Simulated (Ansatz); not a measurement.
Cu2O (cuprite type, space group Pn-3m)

```xyz
6
Lattice="4.2991 0.0000 0.0000 0.0000 4.2991 0.0000 0.0000 0.0000 4.2991" Properties=species:S:1:pos:R:3 pbc="T T T"
Cu     3.2243     3.2243     3.2243
Cu     3.2243     1.0748     1.0748
Cu     1.0748     3.2243     1.0748
Cu     1.0748     1.0748     3.2243
O      0.0000     0.0000     0.0000
O      2.1495     2.1495     2.1495
```

The slice is a {100} plane (indices of the conventional cell) through the point (0.000, 0.000, 0.000) (fractional), spanned by u = [100] and v = [010] in vectors of this cell: u (4.30 Å) and v (4.30 Å, at 90° to u). It covers one period; positions are fractions (u, v).

These are PBE (plane waves to 420 eV, PAW, scalar-relativistic; Ansatz, a quantum-chemistry and plane-wave program) values and carry that method's errors. k mesh 8×8×8. Near the nuclei the fields are pseudised (PAW); where an atom keeps semicore shells as valence, they peak there. Cu2O is run without spin polarisation. Cu2O was relaxed with its symmetry unable to fall. The PAW data are Ansatz's earlier set.

Three fields on this plane, each scaled to ten steps between its own extremes (0 low, 9 high; the total valence density on a logarithmic scale, the potential cut 8 eV below its top; x marks points blanked near nuclei; v = 0 in the bottom row):

Map A
```
|xxxxxx500246789999987642005xxxxx|
|xxxxxx300246789999987642003xxxxx|
|xxxxxx101356789999987653101xxxxx|
|xxxxx20135678899999887653102xxxx|
|xxxx2013567788999998877653102xxx|
|65310135677889999999887765310135|
|00001356777889999999887776531000|
|00013567777889999999887777653100|
|12235677777889999999887777765322|
|44456777777889999999887777776544|
|56667788888889999999888888877666|
|77778888888899999999988888888777|
|88888899999999999999999999988888|
|89999999999999999999999999999999|
|99999999999999999999999999999999|
|99999999999999999999999999999999|
|99999999999999999999999999999999|
|89999999999999999999999999999999|
|88888899999999999999999999988888|
|77778888888899999999988888888777|
|56667788888889999999888888877666|
|44456777777889999999887777776544|
|12235677777889999999887777765322|
|00013567777889999999887777653100|
|00001356777889999999887776531000|
|65310135677889999999887765310135|
|xxxx2013567788999998877653102xxx|
|xxxxx20135678899999887653102xxxx|
|xxxxxx101356789999987653101xxxxx|
|xxxxxx300246789999987642003xxxxx|
|xxxxxx500246789999987642005xxxxx|
|xxxxxx600145788999887541006xxxxx|
```

Map B
```
|xxxxxx975421100000001124579xxxxx|
|xxxxxx975422110000011224579xxxxx|
|xxxxxx865332110000011233568xxxxx|
|xxxxx97654322111111122345679xxxx|
|xxxx9765543322111112233455679xxx|
|99987665544332211122334455667899|
|77766555554432211122344555556677|
|55555555554432221222344555555555|
|34434445544432211122344455444344|
|22233344444332211122334444433322|
|11222334443322111112233444332221|
|11112233333221111111223333322111|
|00111222222211100011122222221110|
|00001122222111000001112222211000|
|00001111211110000000111121111000|
|00001111111110000000111111111000|
|00001111211110000000111121111000|
|00001122222111000001112222211000|
|00111222222211100011122222221110|
|11112233333221111111223333322111|
|11222334443322111112233444332221|
|22233344444332211122334444433322|
|34434445544432211122344455444344|
|55555555554432221222344555555555|
|77766555554432211122344555556677|
|99987665544332211122334455667899|
|xxxx9765543322111112233455679xxx|
|xxxxx97654322111111122345679xxxx|
|xxxxxx865332110000011233568xxxxx|
|xxxxxx975422110000011224579xxxxx|
|xxxxxx975421100000001124579xxxxx|
|xxxxxx975321100000001123579xxxxx|
```

Map C
```
|xxxxxx056778899999998877650xxxxx|
|xxxxxx246677889999988776642xxxxx|
|xxxxxx345566788999887665543xxxxx|
|xxxxx12334556788888765543321xxxx|
|xxxx1122223456788876543222211xxx|
|00232211112346777776432111122320|
|55443210001345677765431000123445|
|66653210001245677765421000123566|
|77654210001345677765431000124567|
|77765321112356777776532111235677|
|88765433233456788876543323345678|
|88876544445567888887655444456788|
|99887665556678899988766555667889|
|99988776667788999998877666778899|
|99998877777889999999887777788999|
|99998877777889999999887777788999|
|99998877777889999999887777788999|
|99988776667788999998877666778899|
|99887665556678899988766555667889|
|88876544445567888887655444456788|
|88765433233456788876543323345678|
|77765321112356777776532111235677|
|77654210001345677765431000124567|
|66653210001245677765421000123566|
|55443210001345677765431000123445|
|00232211112346777776432111122320|
|xxxx1122223456788876543222211xxx|
|xxxxx12334556788888765543321xxxx|
|xxxxxx345566788999887665543xxxxx|
|xxxxxx246677889999988776642xxxxx|
|xxxxxx056778899999998877650xxxxx|
|xxxxxx056778899999998877650xxxxx|
```

**Question.** Assign the maps to these fields: density of the lowest conduction band (whole band as if filled, smooth part); valence electron density; electrostatic potential energy of an electron, from the cell's mean.

**Answer.** A is the density of the lowest conduction band (whole band as if filled, smooth part); B is the valence electron density; C is the electrostatic potential energy of an electron, from the cell's mean.
